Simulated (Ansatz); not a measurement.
BiRhS:
Space group P2₁3 (No. 198); a = b = c = 6.183 Å, α = β = γ = 90.00°

```
atom  site  symmetry       x       y       z
----  ----  --------  ------  ------  ------
Bi      4a       .3.  0.8723  0.8723  0.8723
Rh      4a       .3.  0.5205  0.5205  0.5205
S       4a       .3.  0.1185  0.1185  0.1185
```

Relaxed with r²SCAN.

Q: Which orbitals make up the states near the band edges in r²SCAN in the plane-wave PAW code Ansatz?

A: Top 1 eV of the valence band: Rh 4d 43 %, S 3p 27 %, Bi 6p 25 %. Bottom 1 eV of the conduction band: Rh 4d 49 %, S 3p 22 %, Bi 6p 15 %, Bi 6s 7 %. Projections are on Löwdin-orthogonalised atomic valence shells; empty p or d shells of many metals are not among them.

Q: Tabulate the density of states.

A: States/eV per cell of 12 atoms, in 0.25 eV bins, energy from the valence-band maximum.

```
E (eV)  total  Rh 4d  S 3p  Bi 6p
------  -----  -----  ----  -----
-7.86    0.00   0.00  0.00   0.00
-7.61    0.00   0.00  0.00   0.00
-7.36    0.00   0.00  0.00   0.00
-7.11    0.00   0.00  0.00   0.00
-6.86    0.00   0.00  0.00   0.00
-6.61    0.00   0.00  0.00   0.00
-6.36    0.00   0.00  0.00   0.00
-6.11    0.00   0.00  0.00   0.00
-5.86   14.23   2.30  7.15   3.68
-5.61   10.32   2.21  5.08   2.35
-5.36    6.31   1.38  3.09   1.38
-5.11   11.67   3.10  5.62   2.10
-4.86   10.99   3.98  5.20   1.28
-4.61   11.68   4.54  5.98   0.79
-4.36    6.54   2.25  3.13   0.79
-4.11    9.64   3.32  4.63   1.05
-3.86   10.65   3.40  5.31   1.18
-3.61    3.91   1.14  2.00   0.47
-3.36    3.48   1.55  0.55   1.20
-3.11    7.31   3.49  1.21   2.22
-2.86   10.08   5.73  1.21   2.67
-2.61   12.02   7.45  1.34   2.65
-2.36   14.94  10.21  1.70   2.29
-2.11   21.68  16.95  1.78   2.04
-1.86   22.95  19.20  1.50   1.52
-1.61   17.50  12.78  2.16   1.81
-1.36    9.25   5.95  1.52   1.35
-1.11    9.93   6.03  1.79   1.64
-0.86   13.69   6.82  3.14   3.06
-0.61    9.35   4.03  2.59   2.27
-0.36    5.59   1.82  1.74   1.67
-0.11    2.28   0.67  0.75   0.71
0.14     0.00   0.00  0.00   0.00
0.39     0.00   0.00  0.00   0.00
0.64     1.62   0.92  0.26   0.19
0.89     7.42   3.81  1.51   1.01
1.14     7.63   3.71  1.99   0.98
1.39     2.07   0.85  0.35   0.55
1.64     5.69   2.09  1.00   1.75
1.89     3.27   0.90  0.47   1.41
2.14     4.52   0.92  0.71   2.25
2.39     6.05   1.30  1.03   2.88
2.64     7.00   1.38  1.27   3.50
2.89     4.93   0.93  0.90   2.56
3.14     7.41   1.45  1.34   3.89
3.39     7.66   1.28  1.63   3.99
3.64    12.27   2.01  2.52   6.54
3.89     3.59   0.60  0.66   2.00
4.14    10.52   1.50  1.88   6.40
4.39     4.37   0.64  0.88   2.61
4.64     0.00   0.00  0.00   0.00
4.89     0.00   0.00  0.00   0.00
5.14     0.00   0.00  0.00   0.00
5.39     0.00   0.00  0.00   0.00
```

Space group P2_13. The first step of the workflow began from a Materials Project structure, measured or hypothetical; the Crystallography Open Database copy checked does not list it. Whether it is the stable phase at ambient conditions was not checked. Symmetry was held in the r²SCAN relaxation; whether a distortion lowers the energy is not shown. No spin polarisation was allowed. Scalar-relativistic: spin–orbit coupling is off unless named, which matters more the heavier the elements.

Potentials: the later of the program's two PAW sets.
